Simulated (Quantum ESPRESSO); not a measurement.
# TaTi3NO7: one run as intended and one with a planted mistake

Computed values, not a measurement. The program is pw.x of Quantum ESPRESSO 7.5 (plane-wave density functional theory). The cell is made up: 12 atoms on a fluorite lattice, with randomly drawn elements, strain and displacements, not relaxed. PseudoDojo standard norm-conserving files (v0.5 for PBE, v0.4.1 for LDA and PBEsol) set the functional; there is no spin polarisation, spin-orbit coupling or dispersion term, and the masses in the input are unused placeholders.

Intended input:

```
&control calculation='scf', pseudo_dir='./dojo.nc.sr.pbe.v0_5.standard.upf', outdir='./o', disk_io='low', tprnfor=.true., tstress=.true. /
&system ibrav=0, nat=12, ntyp=4, nbnd=54, ecutwfc=84.00895049, nosym=.true., tot_charge=0,
 occupations='smearing', smearing='fd', degauss=0.0018374661
/
&electrons conv_thr=7.350e-09, electron_maxstep=60, /
ATOMIC_SPECIES
N 1.0 N.upf
O 1.0 O.upf
Ta 1.0 Ta.upf
Ti 1.0 Ti.upf
CELL_PARAMETERS angstrom
4.7651 0.0 0.0
0.0 4.7651 0.0
0.0 0.0 4.7651
ATOMIC_POSITIONS angstrom
Ta -0.0248 -0.0457 -0.0208
Ti -0.0244 2.3662 2.4194
Ti 2.4022 -0.0612 2.4223
Ti 2.3847 2.3926 -0.0257
N 1.1978 1.1523 1.1289
O 1.1781 1.1673 3.5178
O 1.1321 3.6171 1.2117
O 1.101 3.6015 3.5135
O 3.5951 1.1587 1.1106
O 3.5672 1.0915 3.573
O 3.5718 3.639 1.2808
O 3.5566 3.6216 3.593
K_POINTS automatic
5 5 5 1 1 1
```

The log is shortened where brackets say so; the opening notice, blank lines, dates and the lines on written files are dropped, and the path of the files is cut. It prints rydbergs, bohrs and kilobars, and counts compression as positive stress. Where no state is partly filled, the Fermi energy that it prints is only some level between the filled and the empty states on the mesh, and need not lie in the true gap.

Log of the intended run:

```
     Program PWSCF v.7.5
     Parallel version (MPI & OpenMP), running on       4 processor cores
     Number of MPI processes:                 4
     Threads/MPI process:                     1
     [start-up lines left out]
     bravais-lattice index     =            0
     lattice parameter (alat)  =       9.0047  a.u.
     unit-cell volume          =     730.1510 (a.u.)^3
     number of atoms/cell      =           12
     number of atomic types    =            4
     number of electrons       =        96.00
     number of Kohn-Sham states=           54
     kinetic-energy cutoff     =      84.0090  Ry
     charge density cutoff     =     336.0358  Ry
     scf convergence threshold =      7.3E-09
     mixing beta               =       0.7000
     number of iterations used =            8  plain     mixing
     Exchange-correlation= PBE
                           (   1   4   3   4   0   0   0)
     [axes and pseudopotential details left out]
   Cartesian axes
     site n.     atom                  positions (alat units)
         1        Ta     tau(   1) = (  -0.0052045  -0.0095906  -0.0043651  )
         2        Ti     tau(   2) = (  -0.0051206   0.4965688   0.5077333  )
         3        Ti     tau(   3) = (   0.5041237  -0.0128434   0.5083419  )
         4        Ti     tau(   4) = (   0.5004512   0.5021091  -0.0053934  )
         5        N      tau(   5) = (   0.2513693   0.2418207   0.2369100  )
         6        O      tau(   6) = (   0.2472351   0.2449686   0.7382426  )
         7        O      tau(   7) = (   0.2375816   0.7590817   0.2542864  )
         8        O      tau(   8) = (   0.2310550   0.7558079   0.7373402  )
         9        O      tau(   9) = (   0.7544648   0.2431638   0.2330696  )
        10        O      tau(  10) = (   0.7486097   0.2290613   0.7498269  )
        11        O      tau(  11) = (   0.7495750   0.7636776   0.2687876  )
        12        O      tau(  12) = (   0.7463852   0.7600260   0.7540240  )
     number of k points=    63  Fermi-Dirac smearing, width (Ry)=  0.0018
                       cart. coord. in units 2pi/alat
        k(    1) = (   0.1000000   0.1000000   0.1000000), wk =   0.0320000
        k(    2) = (   0.1000000   0.1000000   0.3000000), wk =   0.0320000
     [further k points left out]
     Dense  grid:    76117 G-vectors     FFT dimensions: (  54,  54,  54)
     Estimated max dynamical RAM per process >     255.32 MB
     Estimated total dynamical RAM >     965.55 MB
     Initial potential from superposition of free atoms
     starting charge      95.9943, renormalised to      96.0000
     Starting wfcs are   72 randomized atomic wfcs
     total cpu time spent up to now is        7.3 secs
     per-process dynamical memory:   203.2 Mb
     Self-consistent Calculation
     iteration #  1     ecut=    84.01 Ry     beta= 0.70
     Davidson diagonalization with overlap
     ethr =  1.00E-02,  avg # of iterations =  2.0
     total cpu time spent up to now is       20.1 secs
     total energy              =    -736.33320710 Ry
     estimated scf accuracy    <       6.02622449 Ry
     iteration #  2     ecut=    84.01 Ry     beta= 0.70
     Davidson diagonalization with overlap
     ethr =  6.28E-03,  avg # of iterations =  6.2
     total cpu time spent up to now is       44.6 secs
     total energy              =    -729.45511795 Ry
     estimated scf accuracy    <      70.95206685 Ry
     [iterations 3 to 22 left out]
     iteration # 23     ecut=    84.01 Ry     beta= 0.70
     Davidson diagonalization with overlap
     ethr =  2.64E-11,  avg # of iterations =  5.7
     total cpu time spent up to now is      375.0 secs
     total energy              =    -739.55468304 Ry
     estimated scf accuracy    <          9.0E-09 Ry
     iteration # 24     ecut=    84.01 Ry     beta= 0.70
     Davidson diagonalization with overlap
     ethr =  9.40E-12,  avg # of iterations =  5.4
     total cpu time spent up to now is      390.1 secs
     End of self-consistent calculation
     [lines on levels left out]
     the Fermi energy is    14.8802 ev
!    total energy              =    -739.55468304 Ry
     estimated scf accuracy    <          1.8E-09 Ry
     smearing contrib. (-TS)   =      -0.00000000 Ry
     internal energy E=F+TS    =    -739.55468304 Ry
     The total energy is F=E-TS. E is the sum of the following terms:
     one-electron contribution =    -143.10244882 Ry
     hartree contribution      =     131.72546135 Ry
     xc contribution           =    -147.39262561 Ry
     ewald contribution        =    -580.78506996 Ry
     convergence has been achieved in  24 iterations
     Forces acting on atoms (cartesian axes, Ry/au):
     atom    1 type  3   force =     0.07763893    0.08640650    0.09161573
     atom    2 type  4   force =     0.06017641   -0.06888494   -0.08334025
     atom    3 type  4   force =    -0.06863687    0.07620720   -0.07823551
     atom    4 type  4   force =    -0.07133945   -0.08701094    0.08176318
     atom    5 type  1   force =     0.02595872    0.06615557    0.01316794
     atom    6 type  2   force =     0.00729761    0.03986905    0.00530875
     atom    7 type  2   force =     0.03803985   -0.06656871   -0.02116970
     atom    8 type  2   force =     0.05318254   -0.04437592    0.01674998
     atom    9 type  2   force =    -0.03107215    0.06990027    0.04042484
     atom   10 type  2   force =    -0.02142964    0.09242216   -0.04483662
     atom   11 type  2   force =    -0.02263088   -0.06298667   -0.03363419
     atom   12 type  2   force =    -0.04718508   -0.10113358    0.01218586
     Total force =     0.358042     Total SCF correction =     0.000094
     Computing stress (Cartesian axis) and pressure
          total   stress  (Ry/bohr**3)                   (kbar)     P=      248.15
   0.00168086  -0.00011985   0.00014942          247.26      -17.63       21.98
  -0.00011985   0.00170520   0.00008569          -17.63      250.84       12.61
   0.00014942   0.00008569   0.00167463           21.98       12.61      246.35
     init_run     :      6.85s CPU      7.13s WALL (       1 calls)
     electrons    :    381.29s CPU    382.86s WALL (       1 calls)
     forces       :      2.42s CPU      2.44s WALL (       1 calls)
     stress       :      9.40s CPU      9.40s WALL (       1 calls)
     [timing details left out]
     PWSCF        :   6m40.18s CPU   6m42.18s WALL
     JOB DONE.
```

A second run has one planted mistake: the self-consistency threshold is too loose. The input lines that differ, file-writing options aside:

```
- &electrons conv_thr=7.350e-09, electron_maxstep=60, /
+ &electrons conv_thr=2.940e-02, electron_maxstep=60, /
```

Its log:

```
     Program PWSCF v.7.5
     Parallel version (MPI & OpenMP), running on       4 processor cores
     Number of MPI processes:                 4
     Threads/MPI process:                     1
     [start-up lines left out]
     bravais-lattice index     =            0
     lattice parameter (alat)  =       9.0047  a.u.
     unit-cell volume          =     730.1510 (a.u.)^3
     number of atoms/cell      =           12
     number of atomic types    =            4
     number of electrons       =        96.00
     number of Kohn-Sham states=           54
     kinetic-energy cutoff     =      84.0090  Ry
     charge density cutoff     =     336.0358  Ry
     scf convergence threshold =      2.9E-02
     mixing beta               =       0.7000
     number of iterations used =            8  plain     mixing
     Exchange-correlation= PBE
                           (   1   4   3   4   0   0   0)
     [axes and pseudopotential details left out]
   Cartesian axes
     site n.     atom                  positions (alat units)
         1        Ta     tau(   1) = (  -0.0052045  -0.0095906  -0.0043651  )
         2        Ti     tau(   2) = (  -0.0051206   0.4965688   0.5077333  )
         3        Ti     tau(   3) = (   0.5041237  -0.0128434   0.5083419  )
         4        Ti     tau(   4) = (   0.5004512   0.5021091  -0.0053934  )
         5        N      tau(   5) = (   0.2513693   0.2418207   0.2369100  )
         6        O      tau(   6) = (   0.2472351   0.2449686   0.7382426  )
         7        O      tau(   7) = (   0.2375816   0.7590817   0.2542864  )
         8        O      tau(   8) = (   0.2310550   0.7558079   0.7373402  )
         9        O      tau(   9) = (   0.7544648   0.2431638   0.2330696  )
        10        O      tau(  10) = (   0.7486097   0.2290613   0.7498269  )
        11        O      tau(  11) = (   0.7495750   0.7636776   0.2687876  )
        12        O      tau(  12) = (   0.7463852   0.7600260   0.7540240  )
     number of k points=    63  Fermi-Dirac smearing, width (Ry)=  0.0018
                       cart. coord. in units 2pi/alat
        k(    1) = (   0.1000000   0.1000000   0.1000000), wk =   0.0320000
        k(    2) = (   0.1000000   0.1000000   0.3000000), wk =   0.0320000
     [further k points left out]
     Dense  grid:    76117 G-vectors     FFT dimensions: (  54,  54,  54)
     Estimated max dynamical RAM per process >     255.32 MB
     Estimated total dynamical RAM >     965.55 MB
     Initial potential from superposition of free atoms
     starting charge      95.9943, renormalised to      96.0000
     Starting wfcs are   72 randomized atomic wfcs
     total cpu time spent up to now is       11.8 secs
     per-process dynamical memory:   203.2 Mb
     Self-consistent Calculation
     iteration #  1     ecut=    84.01 Ry     beta= 0.70
     Davidson diagonalization with overlap
     ethr =  1.00E-02,  avg # of iterations =  2.0
     total cpu time spent up to now is       28.4 secs
     total energy              =    -736.33320710 Ry
     estimated scf accuracy    <       6.02622449 Ry
     iteration #  2     ecut=    84.01 Ry     beta= 0.70
     Davidson diagonalization with overlap
     ethr =  6.28E-03,  avg # of iterations =  6.2
     total cpu time spent up to now is       56.5 secs
     total energy              =    -729.45511795 Ry
     estimated scf accuracy    <      70.95206685 Ry
     [iterations 3 to 6 left out]
     iteration #  7     ecut=    84.01 Ry     beta= 0.70
     Davidson diagonalization with overlap
     ethr =  4.22E-04,  avg # of iterations =  9.3
     total cpu time spent up to now is      156.8 secs
     total energy              =    -739.55073958 Ry
     estimated scf accuracy    <       0.04216182 Ry
     iteration #  8     ecut=    84.01 Ry     beta= 0.70
     Davidson diagonalization with overlap
     ethr =  4.39E-05,  avg # of iterations =  9.7
     total cpu time spent up to now is      180.8 secs
     End of self-consistent calculation
     [lines on levels left out]
     the Fermi energy is    14.8955 ev
!    total energy              =    -739.54011661 Ry
     estimated scf accuracy    <       0.02171927 Ry
     smearing contrib. (-TS)   =      -0.00000000 Ry
     internal energy E=F+TS    =    -739.54011661 Ry
     The total energy is F=E-TS. E is the sum of the following terms:
     one-electron contribution =    -143.25289222 Ry
     hartree contribution      =     131.79238980 Ry
     xc contribution           =    -147.29454422 Ry
     ewald contribution        =    -580.78506996 Ry
     convergence has been achieved in   8 iterations
     Forces acting on atoms (cartesian axes, Ry/au):
     atom    1 type  3   force =     0.07492292    0.08254532    0.08883834
     atom    2 type  4   force =     0.05772380   -0.06678911   -0.07968603
     atom    3 type  4   force =    -0.06347176    0.07137406   -0.07271141
     atom    4 type  4   force =    -0.06938023   -0.08450554    0.08018546
     atom    5 type  1   force =     0.02351923    0.06906644    0.00822471
     atom    6 type  2   force =     0.00495937    0.04279173    0.00742188
     atom    7 type  2   force =     0.03528856   -0.06742295   -0.02553917
     atom    8 type  2   force =     0.04916695   -0.04575482    0.02014472
     atom    9 type  2   force =    -0.02977627    0.07193710    0.03578339
     atom   10 type  2   force =    -0.01914518    0.09306332   -0.04063486
     atom   11 type  2   force =    -0.01951546   -0.06478674   -0.03745245
     atom   12 type  2   force =    -0.04429193   -0.10151882    0.01542542
     Total force =     0.349894     Total SCF correction =     0.345749
     SCF correction compared to forces is large: reduce conv_thr to get better values
     Computing stress (Cartesian axis) and pressure
          total   stress  (Ry/bohr**3)                   (kbar)     P=      228.85
   0.00155853  -0.00010776   0.00016189          229.27      -15.85       23.81
  -0.00010776   0.00154974   0.00009186          -15.85      227.98       13.51
   0.00016189   0.00009186   0.00155886           23.81       13.51      229.32
     init_run     :     10.85s CPU     11.30s WALL (       1 calls)
     electrons    :    167.93s CPU    169.09s WALL (       1 calls)
     forces       :      2.76s CPU      2.78s WALL (       1 calls)
     stress       :      9.20s CPU      9.20s WALL (       1 calls)
     [timing details left out]
     PWSCF        :   3m11.26s CPU   3m13.02s WALL
     JOB DONE.
```

```
                                            intended run  run with the mistake
                          free energy (eV)    -10062.154            -10061.956
                    smearing term -TS (eV)        0.0000                0.0000
                            pressure (GPa)         24.82                 22.89
            largest force component (eV/Å)         2.600                 2.610
largest change of a force component (eV/Å)                               0.142
                                iterations            24                     8
```

For scale, a rerun of the intended cell at a cutoff of 1437 eV and k mesh 7 x 7 x 7 moved values by no more than 0.002 eV in energy, 0.06 GPa in stress and 0.009 eV/Å in force.